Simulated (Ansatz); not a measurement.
MgB$_{2}$ (AlB2 type, space group P6/mmm)

```xyz
3
Lattice="3.0632 0.0000 0.0000 -1.5316 2.6528 0.0000 0.0000 0.0000 3.4999" Properties=species:S:1:pos:R:3 pbc="T T T"
Mg     0.0000     0.0000     0.0000
B      0.0000     1.7686     1.7499
B      1.5316     0.8843     1.7499
```

The slice is a (-1 1 0 2) plane (indices of the conventional cell) through the point (0.333, 0.667, 0.500) (fractional), spanned by u = [110] and v = [1 -1 1] in vectors of this cell: u (3.06 Å) and v (6.36 Å, at 90° to u). It covers one period; positions are fractions (u, v).

The numbers are results of PBEsol (plane waves to 420 eV, PAW, scalar-relativistic; Ansatz, a quantum-chemistry and plane-wave program), not measurements. k mesh 17×17×13. Inside the PAW spheres the values are not all-electron values, and peaks at nuclei hang on which shells count as valence. MgB2 was relaxed with its symmetry unable to fall.

Sketch the electrostatic potential energy of an electron, from the cell's mean on this plane as a map.


| v \ u | 0.00 | 0.10 | 0.20 | 0.30 | 0.40 | 0.50 | 0.60 | 0.70 | 0.80 | 0.90 |
|---|---|---|---|---|---|---|---|---|---|---|
| 0.90 | x | <0.0 | 3.5 | 1.0 | x | x | x | 1.0 | 3.5 | <0.0 |
| 0.80 | 6.7 | 7.2 | 7.4 | 5.4 | 0.7 | <0.0 | 0.7 | 5.4 | 7.4 | 7.2 |
| 0.70 | <0.0 | <0.0 | 1.2 | 5.6 | 8.0 | 8.7 | 8.0 | 5.6 | 1.2 | <0.0 |
| 0.60 | x | x | <0.0 | 3.3 | 7.3 | 8.5 | 7.3 | 3.3 | <0.0 | x |
| 0.50 | <0.0 | 0.6 | 3.8 | 6.7 | 8.5 | 9.0 | 8.5 | 6.7 | 3.8 | 0.6 |
| 0.40 | 8.2 | 8.3 | 8.3 | 8.0 | 7.3 | 7.0 | 7.3 | 8.0 | 8.3 | 8.3 |
| 0.30 | 7.2 | 7.4 | 7.2 | 5.6 | 3.4 | 2.4 | 3.4 | 5.6 | 7.2 | 7.4 |
| 0.20 | 6.5 | 6.9 | 7.4 | 6.5 | 4.9 | 4.1 | 4.9 | 6.5 | 7.4 | 6.9 |
| 0.10 | x | <0.0 | 4.7 | 8.0 | 8.8 | 8.8 | 8.8 | 8.0 | 4.7 | <0.0 |
| 0.00 | x | x | x | 4.5 | 5.7 | 5.1 | 5.7 | 4.5 | x | x |

Values: electrostatic potential energy of an electron, from the cell's mean, in eV. Points within 0.7 Å of a nucleus are blanked (x), as the pseudised field means little there. Values under 0 eV are set to 0. The zero, the cell's mean, hangs on the PAW cores.
